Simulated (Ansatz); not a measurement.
An ordered 4-atom cell of AgLaS2 on the rocksalt lattice (R-3m), relaxed with r2SCAN in the PAW code Ansatz. It is trigonal, R-3m (No. 166); a = 4.260 Å, c = 17.788 Å in the conventional setting, 23.30 Å³ an atom. Ag has 6 S at 2.86 Å; La has 6 S at 2.89 Å; S has 3 Ag at 2.86 Å and 3 La at 2.89 Å.

The axes x, y and z are those of this cell:
```
Ag La S
1.0
     2.13004    1.22978    5.92924
    -2.13004    1.22978    5.92924
     0.00000   -2.45955    5.92924
Ag La S
1 1 2
Direct
  0.00000 0.00000 0.00000
  0.50000 0.50000 0.50000
  0.25180 0.25180 0.25180
  0.74820 0.74820 0.74820
```

Unstrained: With PBE the valence top lies at k = (0.003, 0.258, 0.258) and the conduction bottom at k = (0.026, 0.297, 0.297), 2.237 eV higher; the smallest vertical gap, at k = (0.026, 0.297, 0.297), is 2.242 eV. Least and direct gap differ so little that the kind isn't settled. With r2SCAN the valence top lies at k = (0.003, 0.258, 0.258) and the conduction bottom at k = (0.026, 0.297, 0.297), 2.599 eV higher; the smallest vertical gap, at k = (0.026, 0.297, 0.297), is 2.604 eV. Least and direct gap differ so little that the kind isn't settled. A second conduction valley, at F, lies only 1 meV higher, so their order isn't settled. The HSE06 gap is indirect, 3.126 eV (Γ–F (0.50 of the way from Γ) to F), below the direct gap of 3.216 eV at k = (0.026, 0.297, 0.297). Meshes: PBE 8×8×8, r2SCAN 8×8×8, HSE06 6×6×6. Strains are changes of length per length. After each strain the atoms were relaxed again with r2SCAN within the symmetry that the strain leaves, so tilts or polar shifts that break it weren't tested; points keep the names that they have in the unstrained zone. Spin-unpolarised throughout. Whether this structure exists isn't addressed.

Problem. Apply uniaxial -2.0 % along z, other directions held. How far does the gap move, against the unstrained cell?

Solution. PBE: the gap goes from 2.237 to 2.184 eV (-0.053 eV); the edges go from (0.003, 0.258, 0.258) → (0.026, 0.297, 0.297) to (0.247, -1/2, -0.247) → (0.036, 0.302, 0.302). r2SCAN: the gap goes from 2.599 to 2.543 eV (-0.056 eV); the edges go from (0.003, 0.258, 0.258) → (0.026, 0.297, 0.297) to (0.247, -1/2, -0.247) → (0.036, 0.302, 0.302). HSE06: the gap goes from 3.126 to 3.113 eV (-0.013 eV). The r2SCAN energy rises by 1.9 meV an atom.

Problem. Apply epitaxial -1.0 % in the xy plane, free normal strain +1.41 %. How far does the gap move, against the unstrained cell?

Solution. PBE: the gap goes from 2.237 to 2.226 eV (-0.011 eV); the edges go from (0.003, 0.258, 0.258) → (0.026, 0.297, 0.297) to (0.247, -1/2, -0.247) → (0.010, 0.297, 0.297). r2SCAN: the gap goes from 2.599 to 2.526 eV (-0.073 eV); the edges go from (0.003, 0.258, 0.258) → (0.026, 0.297, 0.297) to (0.247, -1/2, -0.247) → F. HSE06: the gap goes from 3.126 to 3.066 eV (-0.060 eV). The r2SCAN energy rises by 1.6 meV an atom.

Problem. Apply isotropic +3.0 % on every length. How far does the gap move, against the unstrained cell?

Solution. PBE: the gap goes from 2.237 to 2.025 eV (-0.212 eV); the edges go from (0.003, 0.258, 0.258) → (0.026, 0.297, 0.297) to (-0.005, 1/4, 1/4) → Γ. r2SCAN: the gap goes from 2.599 to 2.595 eV (-0.004 eV); the edges go from (0.003, 0.258, 0.258) → (0.026, 0.297, 0.297) to (-0.005, 1/4, 1/4) → Γ. HSE06: the gap goes from 3.126 to 3.069 eV (-0.057 eV); the edges go from Γ–F (0.50) → F to Γ–F (0.50) → Γ. The r2SCAN energy rises by 34.6 meV an atom.

Problem. Apply epitaxial +1.5 % in the xy plane, free normal strain -2.20 %. How far does the gap move, against the unstrained cell?

Solution. PBE: the gap goes from 2.237 to 2.227 eV (-0.010 eV); the edges go from (0.003, 0.258, 0.258) → (0.026, 0.297, 0.297) to (0.005, 0.266, 0.266) → (0.047, 0.307, 0.307). r2SCAN: the gap goes from 2.599 to 2.593 eV (-0.006 eV); the edges go from (0.003, 0.258, 0.258) → (0.026, 0.297, 0.297) to (0.005, 0.266, 0.266) → (0.047, 0.307, 0.307). The r2SCAN energy rises by 3.5 meV an atom.

The runs are scalar-relativistic, without spin-orbit coupling.

Where an edge lies off the special points, it is a point of the mesh or the k point where a search put PBE's edge or least direct gap, reused for the other functionals, whose own edges may lie a little apart.

Coordinates of k points refer to the reciprocal vectors of the primitive cell of the runs.
